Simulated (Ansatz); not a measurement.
CsMgAsH12O10 — field gradients at the nuclei

The cell is a measured structure from the Crystallography Open Database (COD) whose atoms were relaxed with PBE, the cell held.

Space group F-43m (No. 216); a = 10.1609 Å.

| site | Wyckoff | site symmetry | x | y | z |
| --- | --- | --- | --- | --- | --- |
| Cs | 4c | -43m | 0.7500 | 0.2500 | 0.7500 |
| Mg | 4a | -43m | 0.0000 | 0.0000 | 0.0000 |
| H | 48h | ..m | 0.2621 | 0.4431 | 0.5569 |
| As | 4d | -43m | 0.2500 | 0.7500 | 0.2500 |
| O16 | 24f | 2.mm | 0.2050 | 0.5000 | 0.5000 |
| O22 | 16e | .3m | 0.3473 | 0.6527 | 0.3473 |

One atom of each set is listed; the run and its k-mesh use a cell of 25 atoms with edges of 7.18, 7.18, 7.18 Å.

The numbers come from a DFT calculation in Ansatz (PBE, plane waves and PAW, scalar-relativistic, 420 eV cutoff, Γ-centred 3×3×3 k-points, Fermi–Dirac smearing 0.02 eV).

V_zz is the principal component of the electric field gradient with the largest magnitude, η = (V_xx − V_yy)/V_zz and C_Q = eQV_zz/h.

¹³³Cs: I = 7/2, Q = -3.430 mb; ²⁵Mg: I = 5/2, Q = 199.4 mb; ²H: I = 1, Q = 2.858 mb; As-75: I = 3/2, Q = 311.0 mb; 17O: I = 5/2, Q = -25.58 mb. Quadrupole moments are those of Pyykkö's year-2017 table.

(1) What field gradients does the calculation give at each kind of site?

Answers

(1) 

| site | atoms | first shell | V_zz (10²¹ V/m²) | η | C_Q (MHz) |
| --- | --- | --- | --- | --- | --- |
| Cs | 1 | 24 O at 3.62–4.32 Å | 0.00 | – | 0 |
| Mg | 1 | 6 O at 2.08 Å | 0.00 | – | 0 |
| H | 12 | 1 O at 1.00 Å; also 1 O at 1.63 Å | 2.74 | 0.16 | 0.190 |
| As | 1 | 4 O at 1.71 Å | 0.00 | – | 0 |
| O16 | 6 | 2 H at 1.00 Å, 1 Mg at 2.08 Å | -12.31 | 0.75 | 7.62 |
| O22 | 4 | 1 As at 1.71 Å; also 3 H at 1.63 Å | 12.52 | 0.00 | -7.74 |

An axis of threefold or higher order runs through O22, so V_zz lies along it and η is zero. Cs, Mg and As sit on a cubic site, where every gradient vanishes. At H V_zz points along its bond to O (within 1°).

The lattice is static: at room temperature water may turn and average the couplings of its hydrogen.

The relaxation (5 steps) took 40 s of wall time (40 s of CPU time) and 0.59 GiB at its peak, on 1 thread of Arm Neoverse V2 (aarch64; 8 cores open to the job, memory cap 3.0 GiB, no GPU), a shared host with a load of 0.5 a core.
